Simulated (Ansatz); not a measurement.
AsRu:
```cif
data_As4Ru4
_chemical_formula_sum 'As4 Ru4'
_space_group_name_H-M_alt 'Pnma'
_space_group_IT_number 62
_space_group_name_Hall '-P 2ac 2n'
_cell_length_a 5.68754
_cell_length_b 3.30052
_cell_length_c 6.34279
_cell_angle_alpha 90.000
_cell_angle_beta 90.000
_cell_angle_gamma 90.000
loop_
_atom_site_label
_atom_site_type_symbol
_atom_site_symmetry_multiplicity
_atom_site_Wyckoff_symbol
_atom_site_fract_x
_atom_site_fract_y
_atom_site_fract_z
_atom_site_occupancy
As1 As 4 c 0.19558 0.25000 0.43215 1
Ru1 Ru 4 c 0.00230 0.25000 0.79725 1
```

Relaxed at zero pressure with PBEsol in the plane-wave PAW code Ansatz.

Q: The volume is lowered by 9 % and shape and atoms relax at that volume. What pressure results, and how do the axes share the change?

A: 23.3 GPa; a -1.6 %, b -5.9 %, c -1.7 %; the energy rises by 88 meV/atom.

Q: Give the new structure.

A: 
Space group Pnma (No. 62); a = 5.596 Å, b = 3.106 Å, c = 6.235 Å, α = 90.00°, β = 90.00°, γ = 90.00°

```json
[
 {"atom": "As", "site": "4c", "symmetry": ".m.", "x": "0.1927", "y": "0.2500", "z": "0.4383"},
 {"atom": "Ru", "site": "4c", "symmetry": ".m.", "x": "0.0052", "y": "0.2500", "z": "0.7991"}
]
```

The phase is kept; no other phase was compared at this pressure.

The workflow started from a Materials Project entry (that database holds measured and hypothetical structures alike); the Crystallography Open Database copy checked does not list it. Whether it is the stable phase at ambient conditions was not checked. Symmetry was held in the PBEsol relaxation; its stability against distortions is not shown here. The workflow began spin-polarised and lost its moments.

Potentials: the later of the program's two PAW sets.
